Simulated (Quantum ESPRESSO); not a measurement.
Sn3Ru2AlTiZr, input and log of a self-consistent run

A calculation, not a measurement. The program is pw.x of Quantum ESPRESSO 7.5 (plane-wave density functional theory). The cell is made up: eight metal atoms on a face-centred cubic lattice, with elements, volume, strain and displacements drawn at random and not relaxed, so it may be unstable or far from any real phase. PseudoDojo standard norm-conserving files set the functional (PBE unless stated); there is no spin polarisation or spin-orbit coupling, the Fermi-Dirac width of 0.25 eV means electrons at about 2900 K, and the masses in the input are unused placeholders. The tin pseudopotential is less sure than most, with forces differing by about three percent from a second method on plain tin. A spin test at this wide smearing found no moment, but such smearing suppresses magnetism that the real alloy may have.

Input:

```
&control calculation='scf', pseudo_dir='./dojo.nc.sr.pbe.v0_5.standard.upf', outdir='./o', disk_io='minimal', tprnfor=.true., tstress=.true. /
&system ibrav=0, nat=8, ntyp=5, nbnd=64, ecutwfc=84.00895049, nosym=.true., tot_charge=0,
 occupations='smearing', smearing='fd', degauss=0.0183746611
/
&electrons conv_thr=1.470e-08, electron_maxstep=70, mixing_beta=0.5 /
ATOMIC_SPECIES
Al 1.0 Al.upf
Ru 1.0 Ru.upf
Sn 1.0 Sn.upf
Ti 1.0 Ti.upf
Zr 1.0 Zr.upf
CELL_PARAMETERS angstrom
2.0128 4.0431 2.0566
2.1174 -4.0986 2.0632
4.1739 -0.049 -4.1635
ATOMIC_POSITIONS angstrom
Sn 0.0828 0.0066 0.0161
Ru 2.107 -0.0847 -2.0777
Ru 2.1261 -2.0574 -0.1371
Sn 4.2579 -1.9746 -2.1009
Al 2.0323 2.0378 0.0589
Sn 4.1034 1.9141 -2.1296
Ti 2.0249 0.0285 2.0685
Zr 4.1553 -0.0451 0.0889
K_POINTS automatic
5 5 4 1 1 1
```

The log is shortened where brackets say so; the opening notice, blank lines, dates and the lines on written files are dropped, and the path of the files is cut. It prints rydbergs, bohrs and kilobars, and counts compression as positive stress. Its total energy is the free energy E - TS of the whole cell.

```
     Program PWSCF v.7.5
     Parallel version (MPI & OpenMP), running on       4 processor cores
     Number of MPI processes:                 4
     Threads/MPI process:                     1
     [start-up lines left out]
     bravais-lattice index     =            0
     lattice parameter (alat)  =       9.3780  a.u.
     unit-cell volume          =     944.6372 (a.u.)^3
     number of atoms/cell      =            8
     number of atomic types    =            5
     number of electrons       =       101.00
     number of Kohn-Sham states=           64
     kinetic-energy cutoff     =      84.0090  Ry
     charge density cutoff     =     336.0358  Ry
     scf convergence threshold =      1.5E-08
     mixing beta               =       0.5000
     number of iterations used =            8  plain     mixing
     Exchange-correlation= PBE
                           (   1   4   3   4   0   0   0)
     [axes and pseudopotential details left out]
   Cartesian axes
     site n.     atom                  positions (alat units)
         1        Sn     tau(   1) = (   0.0166847   0.0013299   0.0032443  )
         2        Ru     tau(   2) = (   0.4245739  -0.0170676  -0.4186697  )
         3        Ru     tau(   3) = (   0.4284226  -0.4145792  -0.0276265  )
         4        Sn     tau(   4) = (   0.8579939  -0.3978944  -0.4233447  )
         5        Al     tau(   5) = (   0.4095214   0.4106296   0.0118687  )
         6        Sn     tau(   6) = (   0.8268612   0.3857033  -0.4291279  )
         7        Ti     tau(   7) = (   0.4080302   0.0057429   0.4168159  )
         8        Zr     tau(   8) = (   0.8373193  -0.0090879   0.0179139  )
     number of k points=    50  Fermi-Dirac smearing, width (Ry)=  0.0184
                       cart. coord. in units 2pi/alat
        k(    1) = (   0.1944974   0.0025361   0.0459615), wk =   0.0400000
        k(    2) = (   0.3431386   0.0043249  -0.1030309), wk =   0.0400000
     [further k points left out]
     Dense  grid:    98221 G-vectors     FFT dimensions: (  60,  60,  72)
     Estimated max dynamical RAM per process >     321.78 MB
     Estimated total dynamical RAM >       1.19 GB
     Initial potential from superposition of free atoms
     starting charge     100.9874, renormalised to     101.0000
     Starting wfcs are   71 randomized atomic wfcs
     total cpu time spent up to now is       10.1 secs
     per-process dynamical memory:   249.2 Mb
     Self-consistent Calculation
     iteration #  1     ecut=    84.01 Ry     beta= 0.50
     Davidson diagonalization with overlap
     ethr =  1.00E-02,  avg # of iterations =  3.2
     total cpu time spent up to now is       24.8 secs
     total energy              =   -1100.71535960 Ry
     estimated scf accuracy    <       1.80568684 Ry
     iteration #  2     ecut=    84.01 Ry     beta= 0.50
     Davidson diagonalization with overlap
     ethr =  1.79E-03,  avg # of iterations =  4.6
     total cpu time spent up to now is       45.9 secs
     total energy              =   -1100.97827963 Ry
     estimated scf accuracy    <      13.25837566 Ry
     iteration #  3     ecut=    84.01 Ry     beta= 0.50
     Davidson diagonalization with overlap
     ethr =  1.79E-03,  avg # of iterations =  3.7
     total cpu time spent up to now is       59.9 secs
     total energy              =   -1101.73251926 Ry
     estimated scf accuracy    <       0.82430901 Ry
     iteration #  4     ecut=    84.01 Ry     beta= 0.50
     Davidson diagonalization with overlap
     ethr =  8.16E-04,  avg # of iterations =  4.4
     total cpu time spent up to now is       73.0 secs
     total energy              =   -1101.75907482 Ry
     estimated scf accuracy    <       0.15608444 Ry
     iteration #  5     ecut=    84.01 Ry     beta= 0.50
     Davidson diagonalization with overlap
     ethr =  1.55E-04,  avg # of iterations =  4.7
     total cpu time spent up to now is       87.6 secs
     total energy              =   -1101.75941451 Ry
     estimated scf accuracy    <       0.22517473 Ry
     [iterations 6 to 9 left out]
     iteration # 10     ecut=    84.01 Ry     beta= 0.50
     Davidson diagonalization with overlap
     ethr =  2.28E-06,  avg # of iterations =  4.7
     total cpu time spent up to now is      150.4 secs
     total energy              =   -1101.78327895 Ry
     estimated scf accuracy    <       0.00019138 Ry
     iteration # 11     ecut=    84.01 Ry     beta= 0.50
     Davidson diagonalization with overlap
     ethr =  1.89E-07,  avg # of iterations =  2.0
     total cpu time spent up to now is      161.8 secs
     total energy              =   -1101.78329278 Ry
     estimated scf accuracy    <       0.00000364 Ry
     iteration # 12     ecut=    84.01 Ry     beta= 0.50
     Davidson diagonalization with overlap
     ethr =  3.61E-09,  avg # of iterations =  4.6
     total cpu time spent up to now is      175.7 secs
     total energy              =   -1101.78329383 Ry
     estimated scf accuracy    <       0.00000028 Ry
     iteration # 13     ecut=    84.01 Ry     beta= 0.50
     Davidson diagonalization with overlap
     ethr =  2.80E-10,  avg # of iterations =  2.0
     total cpu time spent up to now is      187.2 secs
     total energy              =   -1101.78329387 Ry
     estimated scf accuracy    <       0.00000003 Ry
     iteration # 14     ecut=    84.01 Ry     beta= 0.50
     Davidson diagonalization with overlap
     ethr =  3.25E-11,  avg # of iterations =  2.8
     total cpu time spent up to now is      199.0 secs
     End of self-consistent calculation
     [lines on levels left out]
!    total energy              =   -1101.78329387 Ry
     estimated scf accuracy    <          7.6E-09 Ry
     smearing contrib. (-TS)   =      -0.09955555 Ry
     internal energy E=F+TS    =   -1101.68373832 Ry
     The total energy is F=E-TS. E is the sum of the following terms:
     one-electron contribution =    -296.11948927 Ry
     hartree contribution      =     215.84528345 Ry
     xc contribution           =    -241.02598560 Ry
     ewald contribution        =    -780.38354691 Ry
     convergence has been achieved in  14 iterations
     Forces acting on atoms (cartesian axes, Ry/au):
     atom    1 type  3   force =     0.03166289    0.00103194   -0.10408807
     atom    2 type  2   force =    -0.00513044    0.01076846   -0.01184568
     atom    3 type  2   force =    -0.02279706   -0.01154136    0.04431617
     atom    4 type  3   force =    -0.04266183   -0.04807609    0.01194735
     atom    5 type  1   force =     0.02207218   -0.00157357   -0.02411144
     atom    6 type  3   force =    -0.00860220    0.02921424    0.05420108
     atom    7 type  4   force =     0.04222270    0.00497147    0.01105103
     atom    8 type  5   force =    -0.01676625    0.01520492    0.01852956
     Total force =     0.163502     Total SCF correction =     0.000223
     Computing stress (Cartesian axis) and pressure
          total   stress  (Ry/bohr**3)                   (kbar)     P=      107.68
   0.00056624   0.00001929   0.00001817           83.30        2.84        2.67
   0.00001929   0.00090091  -0.00006318            2.84      132.53       -9.29
   0.00001817  -0.00006318   0.00072875            2.67       -9.29      107.20
     init_run     :      7.56s CPU      8.00s WALL (       1 calls)
     electrons    :    187.98s CPU    188.93s WALL (       1 calls)
     forces       :      1.93s CPU      1.93s WALL (       1 calls)
     stress       :      6.34s CPU      6.34s WALL (       1 calls)
     [timing details left out]
     PWSCF        :   3m25.97s CPU   3m27.41s WALL
     JOB DONE.
```

In other units: free energy -14990.525 eV for the cell, pressure 10.77 GPa, largest force component 2.676 eV/Å in size. The run took 209 s of wall time with four MPI processes on a shared machine (AMD EPYC, older, virtual cores), so the time is rough. A rerun of this cell at a higher cutoff and on a denser mesh moved values by no more than 0.004 eV in energy, 0.06 GPa in stress and 0.010 eV/Å in force, and a second program with other atomic files agreed on that cell to 2 % rms in force and 0.5 GPa in pressure.